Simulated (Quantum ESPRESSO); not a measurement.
Ru7Au, input and log of a self-consistent run

Computed values, not a measurement. The program is pw.x of Quantum ESPRESSO 7.5 (plane-wave density functional theory). The cell is made up: eight metal atoms on a hexagonal close-packed lattice, with elements, volume, strain and displacements drawn at random and not relaxed, so it may be unstable or far from any real phase. PseudoDojo standard norm-conserving files set the functional (PBE unless stated); there is no spin polarisation or spin-orbit coupling, the Fermi-Dirac width of 0.25 eV means electrons at about 2900 K, and the masses in the input are unused placeholders. Heavy elements are run without spin-orbit coupling, which real alloys of them have. A spin test at this wide smearing found no moment, but such smearing suppresses magnetism that the real alloy may have.

Input:

```
&control calculation='scf', pseudo_dir='./dojo.nc.sr.pbe.v0_5.standard.upf', outdir='./o', disk_io='minimal', tprnfor=.true., tstress=.true. /
&system ibrav=0, nat=8, ntyp=2, nbnd=83, ecutwfc=84.00895049, nosym=.true., tot_charge=0,
 occupations='smearing', smearing='fd', degauss=0.0183746611
/
&electrons conv_thr=1.470e-08, electron_maxstep=70, mixing_beta=0.5 /
ATOMIC_SPECIES
Au 1.0 Au.upf
Ru 1.0 Ru.upf
CELL_PARAMETERS angstrom
-0.0665 -0.0283 4.4091
5.4934 -0.0001 -0.082
-2.7468 4.7724 0.0108
ATOMIC_POSITIONS angstrom
Ru 0.1009 -0.0257 0.0248
Ru -1.4002 2.3988 -0.1057
Au 2.7611 -0.1439 -0.0591
Ru 1.312 2.3424 0.0332
Ru -0.1319 1.5688 2.2008
Ru -1.442 3.9367 2.1649
Ru 2.7239 1.6219 2.1252
Ru 1.3129 4.1272 2.2841
K_POINTS automatic
5 5 5 1 1 1
```

The log is shortened where brackets say so; the opening notice, blank lines, dates and the lines on written files are dropped, and the path of the files is cut. It prints rydbergs, bohrs and kilobars, and counts compression as positive stress. Its total energy is the free energy E - TS of the whole cell.

```
     Program PWSCF v.7.5
     Parallel version (MPI & OpenMP), running on       4 processor cores
     Number of MPI processes:                 4
     Threads/MPI process:                     1
     [start-up lines left out]
     bravais-lattice index     =            0
     lattice parameter (alat)  =       8.3331  a.u.
     unit-cell volume          =     779.8384 (a.u.)^3
     number of atoms/cell      =            8
     number of atomic types    =            2
     number of electrons       =       131.00
     number of Kohn-Sham states=           83
     kinetic-energy cutoff     =      84.0090  Ry
     charge density cutoff     =     336.0358  Ry
     scf convergence threshold =      1.5E-08
     mixing beta               =       0.5000
     number of iterations used =            8  plain     mixing
     Exchange-correlation= PBE
                           (   1   4   3   4   0   0   0)
     [axes and pseudopotential details left out]
   Cartesian axes
     site n.     atom                  positions (alat units)
         1        Ru     tau(   1) = (   0.0228814  -0.0058281   0.0056240  )
         2        Ru     tau(   2) = (  -0.3175278   0.5439835  -0.0239699  )
         3        Au     tau(   3) = (   0.6261435  -0.0326327  -0.0134023  )
         4        Ru     tau(   4) = (   0.2975264   0.5311935   0.0075289  )
         5        Ru     tau(   5) = (  -0.0299114   0.3557618   0.4990824  )
         6        Ru     tau(   6) = (  -0.3270069   0.8927380   0.4909413  )
         7        Ru     tau(   7) = (   0.6177075   0.3678034   0.4819384  )
         8        Ru     tau(   8) = (   0.2977305   0.9359383   0.5179727  )
     number of k points=    63  Fermi-Dirac smearing, width (Ry)=  0.0184
                       cart. coord. in units 2pi/alat
        k(    1) = (   0.0817997   0.1392494   0.1021410), wk =   0.0320000
        k(    2) = (   0.0818208   0.3240586   0.1033275), wk =   0.0320000
     [further k points left out]
     Dense  grid:    81173 G-vectors     FFT dimensions: (  50,  64,  64)
     Estimated max dynamical RAM per process >     350.29 MB
     Estimated total dynamical RAM >       1.31 GB
     Initial potential from superposition of free atoms
     starting charge     130.9945, renormalised to     131.0000
     Starting wfcs are   80 randomized atomic wfcs +    3 random wfcs
     total cpu time spent up to now is        6.0 secs
     per-process dynamical memory:   291.2 Mb
     Self-consistent Calculation
     iteration #  1     ecut=    84.01 Ry     beta= 0.50
     Davidson diagonalization with overlap
     ethr =  1.00E-02,  avg # of iterations =  3.0
     total cpu time spent up to now is       22.0 secs
     total energy              =   -1710.98066154 Ry
     estimated scf accuracy    <       1.38279203 Ry
     iteration #  2     ecut=    84.01 Ry     beta= 0.50
     Davidson diagonalization with overlap
     ethr =  1.06E-03,  avg # of iterations =  2.0
     total cpu time spent up to now is       38.0 secs
     total energy              =   -1710.82639597 Ry
     estimated scf accuracy    <       2.86558722 Ry
     iteration #  3     ecut=    84.01 Ry     beta= 0.50
     Davidson diagonalization with overlap
     ethr =  1.06E-03,  avg # of iterations =  2.0
     total cpu time spent up to now is       53.0 secs
     total energy              =   -1711.11157717 Ry
     estimated scf accuracy    <       3.81142567 Ry
     iteration #  4     ecut=    84.01 Ry     beta= 0.50
     Davidson diagonalization with overlap
     ethr =  1.06E-03,  avg # of iterations =  1.9
     total cpu time spent up to now is       66.2 secs
     total energy              =   -1711.33406826 Ry
     estimated scf accuracy    <       0.65900102 Ry
     iteration #  5     ecut=    84.01 Ry     beta= 0.50
     Davidson diagonalization with overlap
     ethr =  5.03E-04,  avg # of iterations =  1.0
     total cpu time spent up to now is       78.5 secs
     total energy              =   -1711.38979608 Ry
     estimated scf accuracy    <       0.53609622 Ry
     [iterations 6 to 12 left out]
     iteration # 13     ecut=    84.01 Ry     beta= 0.50
     Davidson diagonalization with overlap
     ethr =  3.90E-09,  avg # of iterations =  2.0
     total cpu time spent up to now is      197.0 secs
     total energy              =   -1711.43155223 Ry
     estimated scf accuracy    <       0.00003126 Ry
     iteration # 14     ecut=    84.01 Ry     beta= 0.50
     Davidson diagonalization with overlap
     ethr =  3.90E-09,  avg # of iterations =  2.0
     total cpu time spent up to now is      212.3 secs
     total energy              =   -1711.43155413 Ry
     estimated scf accuracy    <       0.00000175 Ry
     iteration # 15     ecut=    84.01 Ry     beta= 0.50
     Davidson diagonalization with overlap
     ethr =  1.34E-09,  avg # of iterations =  1.5
     total cpu time spent up to now is      225.3 secs
     total energy              =   -1711.43155413 Ry
     estimated scf accuracy    <       0.00000317 Ry
     iteration # 16     ecut=    84.01 Ry     beta= 0.50
     Davidson diagonalization with overlap
     ethr =  1.34E-09,  avg # of iterations =  1.0
     total cpu time spent up to now is      237.5 secs
     total energy              =   -1711.43155435 Ry
     estimated scf accuracy    <       0.00000085 Ry
     iteration # 17     ecut=    84.01 Ry     beta= 0.50
     Davidson diagonalization with overlap
     ethr =  6.45E-10,  avg # of iterations =  1.0
     total cpu time spent up to now is      249.8 secs
     End of self-consistent calculation
     [lines on levels left out]
!    total energy              =   -1711.43155442 Ry
     estimated scf accuracy    <          9.9E-09 Ry
     smearing contrib. (-TS)   =      -0.13957193 Ry
     internal energy E=F+TS    =   -1711.29198249 Ry
     The total energy is F=E-TS. E is the sum of the following terms:
     one-electron contribution =    -336.27119633 Ry
     hartree contribution      =     260.51114628 Ry
     xc contribution           =    -290.92940524 Ry
     ewald contribution        =   -1344.60252719 Ry
     convergence has been achieved in  17 iterations
     Forces acting on atoms (cartesian axes, Ry/au):
     atom    1 type  2   force =    -0.05188868    0.01427553   -0.00731986
     atom    2 type  2   force =    -0.01313451   -0.02978495    0.04362780
     atom    3 type  1   force =    -0.00693088    0.08035825    0.04229783
     atom    4 type  2   force =     0.02588711    0.00228148   -0.01412684
     atom    5 type  2   force =     0.03534477    0.00740268   -0.00709009
     atom    6 type  2   force =    -0.00563985    0.00812461    0.00772236
     atom    7 type  2   force =    -0.02568581   -0.00883036    0.00035947
     atom    8 type  2   force =     0.04204783   -0.07382724   -0.06547067
     Total force =     0.169814     Total SCF correction =     0.000321
     Computing stress (Cartesian axis) and pressure
          total   stress  (Ry/bohr**3)                   (kbar)     P=       17.59
   0.00022665   0.00001021   0.00012682           33.34        1.50       18.66
   0.00001021   0.00007075   0.00009581            1.50       10.41       14.09
   0.00012682   0.00009581   0.00006127           18.66       14.09        9.01
     init_run     :      5.51s CPU      5.86s WALL (       1 calls)
     electrons    :    235.43s CPU    243.82s WALL (       1 calls)
     forces       :      2.07s CPU      2.07s WALL (       1 calls)
     stress       :      7.26s CPU      7.27s WALL (       1 calls)
     [timing details left out]
     PWSCF        :   4m10.45s CPU   4m19.29s WALL
     JOB DONE.
```

In other units: free energy -23285.213 eV for the cell, pressure 1.76 GPa, largest force component 2.066 eV/Å in size. The run took 261 s of wall time with four MPI processes on a shared machine (AMD EPYC, older, virtual cores), so the time is rough. A rerun of this cell at a higher cutoff and on a denser mesh moved values by no more than 0.004 eV in energy, 0.08 GPa in stress and 0.011 eV/Å in force, and a second program with other atomic files agreed on that cell to 2 % rms in force and 0.5 GPa in pressure.